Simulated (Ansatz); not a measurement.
Input:

Relaxed LaB₆ (CaB6 type, space group Pm-3m):

```
LaB6
1.0
    8.30993     0.00000     0.00000
    4.15497     4.15497     0.00000
    4.15497     0.00000     4.15497
La B
2 12
Direct
  0.00000   0.00000   0.00000
  0.50000   0.00000   0.00000
  0.59989   0.50000   0.50000
  0.09989   0.50000   0.50000
  0.90011   0.50000   0.50000
  0.40011   0.50000   0.50000
  0.90011   0.50000   0.19979
  0.40011   0.50000   0.19979
  0.59989   0.50000   0.80021
  0.09989   0.50000   0.80021
  0.90011   0.19979   0.50000
  0.40011   0.19979   0.50000
  0.59989   0.80021   0.50000
  0.09989   0.80021   0.50000
```

The atoms are displaced by Q × the pattern below (from a DFPT mode at R = (0.5, 0.5, 0.5), largest move 1; Q in Å), at fixed cell. It is one choice among 3 degenerate patterns. (q is in reciprocal vectors of the primitive cell; the cell shown is doubled to hold the pattern.)

```tsv
atom	x	y	z
B7	0.000	-1.000	0.000
B8	0.000	1.000	0.000
B9	0.000	1.000	0.000
B10	0.000	-1.000	0.000
B11	0.000	0.000	1.000
B12	0.000	0.000	-1.000
B13	0.000	0.000	-1.000
B14	0.000	0.000	1.000
```

Atoms not listed stay in place.

All values below come from PBE (plane waves to 420 eV, PAW, scalar-relativistic; Ansatz, a program for electronic structure). k mesh 11×11×11 (Γ-centred), Fermi-Dirac smearing 0.05 eV. Energies are smeared free energies. With partly filled bands, energies and forces of such displacements shift with the k mesh and the smearing. LaB6 is run without spin polarisation. LaB6 was relaxed with its symmetry unable to fall. ΔE is measured from the undisplaced structure.

The scan covers Q from -0.280 to 0.280 Å in 13 points.

Q: Which space group does the distorted structure have?

A: I4/mcm (No. 140), lowered from Pm-3m.

Q: What is the energy change at Q = 0.280 Å?

A: 1067 meV/cell.

Q: What harmonic wavenumber does the curvature at Q = 0 give?

A: 272 cm⁻¹.

(A displaced cell: forces are minus the slopes of the energy, force constants its curvatures, and phonons follow from these.)
